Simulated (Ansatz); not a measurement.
**Property card for ZnAg**

ZnAg:
```
ZnAg
1.0
    2.85207     0.00000     0.00000
   -1.42604     2.46997     0.00000
    0.00000     0.00000     4.36422
Zn Ag
1 1
Cartesian
  0.00000   0.00000   0.00000
  0.00000   1.64665   2.18211
```

Space group P-6m2 (No. 187); conventional cell a = 2.852 Å, b = 2.852 Å, c = 4.364 Å, α = 90.00°, β = 90.00°, γ = 120.00°.

Method: PBEsol in the plane-wave PAW code Ansatz. Structure relaxed to zero pressure with the same functional. Other levels are named where they apply.

Cell and energy:

```json
{
 "volume_per_atom": "15.37 Å³",
 "density": "9.36 g/cm³",
 "Formation energy from the elements (no fitted shifts)": "-0.056 eV/atom"
}
```

Electronic structure:

```json
{
  "electronic_character": "metallic (no gap)",
  "Density of states at the Fermi level": "0.31 states/eV per atom (mean over ±0.08 eV)",
  "Gap with spin–orbit coupling": "none (metallic)"
}
```

Mechanics:

```json
{
 "Bulk modulus (Birch–Murnaghan fit)": "109 GPa",
 "Pressure derivative B′": "5.5",
 "Elastic constants (relaxed ions, GPa)": "C11 = 146, C12 = 90.1, C13 = 81.2, C33 = 190, C44 = 40.1",
 "mechanical_stability": "stable (all eigenvalues of C positive)",
 "hill_bulk_and_shear_moduli": "109 and 36.1 GPa",
 "Young's modulus": "97.5 GPa",
 "Poisson's ratio": "0.35",
 "debye_temperature_from_the_elastic_constants": "264 K"
}
```

Phonons:

```json
{
  "highest_zone_centre_frequency": "200 cm⁻¹",
  "zone_centre_stability": "no imaginary mode at Γ"
}
```

The workflow started from a Materials Project entry (that database holds measured and hypothetical structures alike); the Crystallography Open Database copy checked does not list it. COD files the formula under space group No. 221. With Zn and Ag taken as one species the cell has the higher symmetry P6_3/mmc, so it may be an ordered model of a mixed-site phase. Its standing as an ambient phase is unchecked. Symmetry was held in the PBEsol relaxation. The run is not spin-polarised. As this level gives no gap, shear constants depend on the k-mesh and smearing (Fermi–Dirac, 0.1 eV here). As this level gives no gap, phonon frequencies hold no LO–TO term and depend on the k-mesh and smearing (Fermi–Dirac, 0.1 eV here). Axis ratios of metals converge slowly with the k-mesh, so a and c are less sure than the volume. The references are the lowest solids computed at this level, not always the standard phases. Spin–orbit coupling is left out wherever it is not named.

Potentials: the later of the program's two PAW sets.
